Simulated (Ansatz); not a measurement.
Li2ZrN2:
```cif
data_Li2N2Zr
_chemical_formula_sum 'Li2 Zr1 N2'
_space_group_name_H-M_alt 'P 1'
_space_group_IT_number 1
_cell_length_a 3.27890
_cell_length_b 3.27890
_cell_length_c 5.42790
_cell_angle_alpha 90.000
_cell_angle_beta 90.000
_cell_angle_gamma 120.000
loop_
_space_group_symop_operation_xyz
  'x, y, z'
loop_
_atom_site_label
_atom_site_type_symbol
_atom_site_fract_x
_atom_site_fract_y
_atom_site_fract_z
_atom_site_occupancy
Li1 Li 0.66667 0.33333 0.38420 1
Li2 Li 0.33333 0.66667 0.61580 1
Zr1 Zr 0.00000 0.00000 0.00000 1
N1 N 0.66667 0.33333 0.77698 1
N2 N 0.33333 0.66667 0.22302 1
```

Relaxed with r²SCAN. The program Ansatz at the r²SCAN level (PAW) gives a gap of 2.12 eV.

Q: What gap does HSE06 give on the same cell (Ansatz, PAW)?

A: 2.77 eV, 0.65 eV more. The hybrid was solved on a coarser mesh and at special points; the gap given is the minimum over both.

```csv
k,v1 r²SCAN,c1 r²SCAN,v1 HSE06,c1 HSE06
Γ,0.00,3.35,?,?
A,-0.20,3.28,?,?
K,-1.13,3.57,-1.29,4.28
H,-1.98,4.03,?,?
M,-1.10,2.24,?,?
L,-0.68,2.12,-0.77,2.77
```

Q: Top valence (v1) and lowest conduction level (c1) in eV from each method's valence maximum (which need not be a listed point): supply the withheld HSE06 values.

A: 
- M, v1 HSE06: -1.22
- M, c1 HSE06: 2.89
- A, v1 HSE06: -0.22
- A, c1 HSE06: 4.06
- Γ, v1 HSE06: 0.00
- Γ, c1 HSE06: 4.14
- H, v1 HSE06: -2.11
- H, c1 HSE06: 4.86

Cost on shared cores: the r²SCAN run (SCF on a 10×10×5 mesh, then bands and DOS) very roughly 50 core-seconds, the HSE06 run (SCF on 6×6×3, then a few points) around 2.2 core-minutes (rough); the tasks are unlike.

Space group P-3m1. The first step of the workflow began from a Materials Project structure, measured or hypothetical; the Crystallography Open Database copy checked does not list it. Whether it is the stable phase at ambient conditions was not checked. The r²SCAN relaxation kept the symmetry of its start; whether a distortion lowers the energy is not shown. The run is not spin-polarised. Spin–orbit coupling is left out wherever it is not named.

Potentials: the later of the program's two PAW sets.
